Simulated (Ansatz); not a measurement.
This cell of Ti3AlC2 (space group P6_3/mmc) is off equilibrium:

```xyz
12
Lattice="3.0280 0.0000 0.0000 -1.5140 2.6223 0.0000 0.0000 0.0000 18.3329" Properties=species:S:1:pos:R:3 pbc="T T T"
Ti     1.5140     1.0088     6.8367
Ti     0.0000     1.8829    11.4962
Ti     0.0000     1.6135    16.0031
Ti     1.5140     0.7394     2.3298
Ti     0.0000     0.1500     9.1664
Ti     0.0000    -0.1500     0.0000
Al     0.0000     0.0000    13.7497
Al     0.0000     0.0000     4.5832
C      0.0000     1.8884     7.8958
C      1.5140     1.0143    10.4370
C      1.5140     0.7339    17.0623
C      0.0000     1.6080     1.2706
```

Method: LDA (plane waves to 420 eV, PAW, scalar-relativistic; Ansatz, a first-principles code). k mesh 14×14×2 (Γ-centred), Fermi-Dirac smearing 0.05 eV. Compression counts positive. With partly filled bands, energies and forces of such displacements shift with the k mesh and the smearing. Ti3AlC2 is run without spin polarisation. Ti3AlC2 was relaxed with its symmetry unable to fall.

**Question.** What forces act on the atoms (eV/Å, Cartesian)?

**Answer.** 
| atom | Fx | Fy | Fz |
|---|---|---|---|
| Ti1 | 0.000 | -0.158 | 0.037 |
| Ti2 | 0.000 | -0.119 | -0.031 |
| Ti3 | 0.000 | 0.158 | 0.037 |
| Ti4 | 0.000 | 0.119 | -0.031 |
| Ti5 | 0.000 | -0.157 | 0.000 |
| Ti6 | 0.000 | 0.157 | 0.000 |
| Al7 | 0.000 | -0.041 | -0.005 |
| Al8 | 0.000 | 0.041 | -0.005 |
| C9 | 0.000 | -0.038 | 0.000 |
| C10 | 0.000 | -0.035 | -0.001 |
| C11 | 0.000 | 0.038 | 0.000 |
| C12 | 0.000 | 0.035 | -0.001 |

(For displaced atoms, the force is minus the slope of the energy, and its curvature is a force constant, which sets phonon frequencies.)
